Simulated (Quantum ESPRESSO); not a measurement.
## V3MoRh4 (input and log of a self-consistent run)

Computed values, not a measurement. The program is pw.x of Quantum ESPRESSO 7.5 (plane-wave density functional theory). The cell is made up: eight metal atoms on a face-centred cubic lattice, with elements, volume, strain and displacements drawn at random and not relaxed, so it may be unstable or far from any real phase. PseudoDojo standard norm-conserving files set the functional (PBE unless stated); there is no spin polarisation or spin-orbit coupling, the Fermi-Dirac width of 0.25 eV means electrons at about 2900 K, and the masses in the input are unused placeholders. A spin test at this wide smearing found no moment, but such smearing suppresses magnetism that the real alloy may have.

Input:

```
&control calculation='scf', pseudo_dir='./dojo.nc.sr.pbe.v0_5.standard.upf', outdir='./o', disk_io='medium', tprnfor=.true., tstress=.true. /
&system ibrav=0, nat=8, ntyp=3, nbnd=79, ecutwfc=87.97787729, nosym=.true., tot_charge=0,
 occupations='smearing', smearing='fd', degauss=0.0183746611
/
&electrons conv_thr=1.470e-08, electron_maxstep=70, mixing_beta=0.5 /
ATOMIC_SPECIES
Mo 1.0 Mo.upf
Rh 1.0 Rh.upf
V 1.0 V.upf
CELL_PARAMETERS angstrom
0.0 0.0 -3.8985
3.8985 0.0 0.0
0.0 -7.797 0.0
ATOMIC_POSITIONS angstrom
V -0.0425 0.0222 -0.0121
Mo -0.0254 -3.874 0.0544
Rh 1.9503 -1.887 -0.0215
Rh 1.9218 -5.8554 0.0283
V -0.0268 -1.9523 -1.9311
Rh -0.0111 -5.8746 -1.9326
V 1.9844 -0.0302 -1.9432
Rh 1.9281 -3.9518 -1.9881
K_POINTS automatic
6 6 3 1 1 1
```

The log is shortened where brackets say so; the opening notice, blank lines, dates and the lines on written files are dropped, and the path of the files is cut. It prints rydbergs, bohrs and kilobars, and counts compression as positive stress. Its total energy is the free energy E - TS of the whole cell.

```
     Program PWSCF v.7.5
     Parallel version (MPI & OpenMP), running on       1 processor cores
     Number of MPI processes:                 1
     Threads/MPI process:                     1
     [start-up lines left out]
     bravais-lattice index     =            0
     lattice parameter (alat)  =       7.3671  a.u.
     unit-cell volume          =     799.6855 (a.u.)^3
     number of atoms/cell      =            8
     number of atomic types    =            3
     number of electrons       =       121.00
     number of Kohn-Sham states=           79
     kinetic-energy cutoff     =      87.9779  Ry
     charge density cutoff     =     351.9115  Ry
     scf convergence threshold =      1.5E-08
     mixing beta               =       0.5000
     number of iterations used =            8  plain     mixing
     Exchange-correlation= PBE
                           (   1   4   3   4   0   0   0)
     [axes and pseudopotential details left out]
   Cartesian axes
     site n.     atom                  positions (alat units)
         1        V      tau(   1) = (  -0.0109016   0.0056945  -0.0031038  )
         2        Mo     tau(   2) = (  -0.0065153  -0.9937155   0.0139541  )
         3        Rh     tau(   3) = (   0.5002693  -0.4840323  -0.0055149  )
         4        Rh     tau(   4) = (   0.4929588  -1.5019623   0.0072592  )
         5        V      tau(   5) = (  -0.0068744  -0.5007824  -0.4953444  )
         6        Rh     tau(   6) = (  -0.0028472  -1.5068873  -0.4957291  )
         7        V      tau(   7) = (   0.5090163  -0.0077466  -0.4984481  )
         8        Rh     tau(   8) = (   0.4945748  -1.0136719  -0.5099654  )
     number of k points=    54  Fermi-Dirac smearing, width (Ry)=  0.0184
                       cart. coord. in units 2pi/alat
        k(    1) = (   0.0833333  -0.0833333  -0.0833333), wk =   0.0370370
        k(    2) = (   0.0833333   0.2500000  -0.0833333), wk =   0.0370370
     [further k points left out]
     Dense  grid:    88935 G-vectors     FFT dimensions: (  45,  45,  90)
     Estimated max dynamical RAM per process >     152.41 MB
     Initial potential from superposition of free atoms
     starting charge     120.9929, renormalised to     121.0000
     Starting wfcs are   80 randomized atomic wfcs
     total cpu time spent up to now is       27.3 secs
     per-process dynamical memory:    76.4 Mb
     Self-consistent Calculation
     iteration #  1     ecut=    87.98 Ry     beta= 0.50
     Davidson diagonalization with overlap
     ethr =  1.00E-02,  avg # of iterations =  5.6
     total cpu time spent up to now is       98.5 secs
     total energy              =   -1514.75300998 Ry
     estimated scf accuracy    <      10.81461146 Ry
     iteration #  2     ecut=    87.98 Ry     beta= 0.50
     Davidson diagonalization with overlap
     ethr =  8.94E-03,  avg # of iterations =  5.1
     total cpu time spent up to now is      177.2 secs
     total energy              =   -1515.06497114 Ry
     estimated scf accuracy    <     176.07562724 Ry
     iteration #  3     ecut=    87.98 Ry     beta= 0.50
     Davidson diagonalization with overlap
     ethr =  8.94E-03,  avg # of iterations =  5.6
     total cpu time spent up to now is      253.3 secs
     total energy              =   -1521.33280639 Ry
     estimated scf accuracy    <      25.41423152 Ry
     iteration #  4     ecut=    87.98 Ry     beta= 0.50
     Davidson diagonalization with overlap
     ethr =  8.94E-03,  avg # of iterations =  2.0
     total cpu time spent up to now is      307.2 secs
     total energy              =   -1521.83357376 Ry
     estimated scf accuracy    <       5.39800250 Ry
     iteration #  5     ecut=    87.98 Ry     beta= 0.50
     Davidson diagonalization with overlap
     ethr =  4.46E-03,  avg # of iterations =  2.4
     total cpu time spent up to now is      367.7 secs
     total energy              =   -1521.54347627 Ry
     estimated scf accuracy    <       3.92343401 Ry
     [iterations 6 to 18 left out]
     iteration # 19     ecut=    87.98 Ry     beta= 0.50
     Davidson diagonalization with overlap
     ethr =  4.88E-10,  avg # of iterations =  2.0
     total cpu time spent up to now is     1191.4 secs
     total energy              =   -1521.89816890 Ry
     estimated scf accuracy    <       0.00000094 Ry
     iteration # 20     ecut=    87.98 Ry     beta= 0.50
     Davidson diagonalization with overlap
     ethr =  4.88E-10,  avg # of iterations =  1.2
     total cpu time spent up to now is     1237.5 secs
     total energy              =   -1521.89816894 Ry
     estimated scf accuracy    <       0.00000047 Ry
     iteration # 21     ecut=    87.98 Ry     beta= 0.50
     Davidson diagonalization with overlap
     ethr =  3.85E-10,  avg # of iterations =  1.1
     total cpu time spent up to now is     1283.3 secs
     total energy              =   -1521.89816896 Ry
     estimated scf accuracy    <       0.00000004 Ry
     iteration # 22     ecut=    87.98 Ry     beta= 0.50
     Davidson diagonalization with overlap
     ethr =  3.52E-11,  avg # of iterations =  1.2
     total cpu time spent up to now is     1328.1 secs
     total energy              =   -1521.89816897 Ry
     estimated scf accuracy    <       0.00000002 Ry
     iteration # 23     ecut=    87.98 Ry     beta= 0.50
     Davidson diagonalization with overlap
     ethr =  1.57E-11,  avg # of iterations =  1.0
     total cpu time spent up to now is     1376.0 secs
     End of self-consistent calculation
     [lines on levels left out]
!    total energy              =   -1521.89816897 Ry
     estimated scf accuracy    <          1.2E-09 Ry
     smearing contrib. (-TS)   =      -0.15509388 Ry
     internal energy E=F+TS    =   -1521.74307509 Ry
     The total energy is F=E-TS. E is the sum of the following terms:
     one-electron contribution =    -416.08456405 Ry
     hartree contribution      =     278.71348734 Ry
     xc contribution           =    -240.24086705 Ry
     ewald contribution        =   -1144.13113132 Ry
     convergence has been achieved in  23 iterations
     Forces acting on atoms (cartesian axes, Ry/au):
     atom    1 type  3   force =     0.01249916    0.01122902    0.00433731
     atom    2 type  1   force =     0.00122239   -0.00644380   -0.00915899
     atom    3 type  2   force =    -0.00670733   -0.01403083    0.00664211
     atom    4 type  2   force =     0.00384482   -0.01914053   -0.00862293
     atom    5 type  3   force =     0.00636692   -0.01702387   -0.00287457
     atom    6 type  2   force =    -0.00216153   -0.01524851    0.00067198
     atom    7 type  3   force =    -0.01518416    0.02562568   -0.00460553
     atom    8 type  2   force =     0.00011973    0.03503284    0.01361062
     Total force =     0.063771     Total SCF correction =     0.000072
     Computing stress (Cartesian axis) and pressure
          total   stress  (Ry/bohr**3)                   (kbar)     P=      -89.23
  -0.00058983   0.00001807  -0.00000415          -86.77        2.66       -0.61
   0.00001807  -0.00061166   0.00000998            2.66      -89.98        1.47
  -0.00000415   0.00000998  -0.00061827           -0.61        1.47      -90.95
     init_run     :     25.10s CPU     27.21s WALL (       1 calls)
     electrons    :   1288.92s CPU   1348.77s WALL (       1 calls)
     forces       :     10.68s CPU     10.78s WALL (       1 calls)
     stress       :     27.43s CPU     27.55s WALL (       1 calls)
     [timing details left out]
     PWSCF        :  22m32.28s CPU  23m34.65s WALL
     JOB DONE.
```

In other units: free energy -20706.479 eV for the cell, pressure -8.92 GPa, largest force component 0.901 eV/Å in size. The run took 1416 s of wall time with one process on a shared machine (AMD EPYC, Zen 5, virtual cores), so the time is rough. A rerun of this cell at a higher cutoff and on a denser mesh moved values by no more than 0.010 eV in energy, 0.12 GPa in stress and 0.020 eV/Å in force, and a second program with other atomic files agreed on that cell to 2 % rms in force and 0.5 GPa in pressure.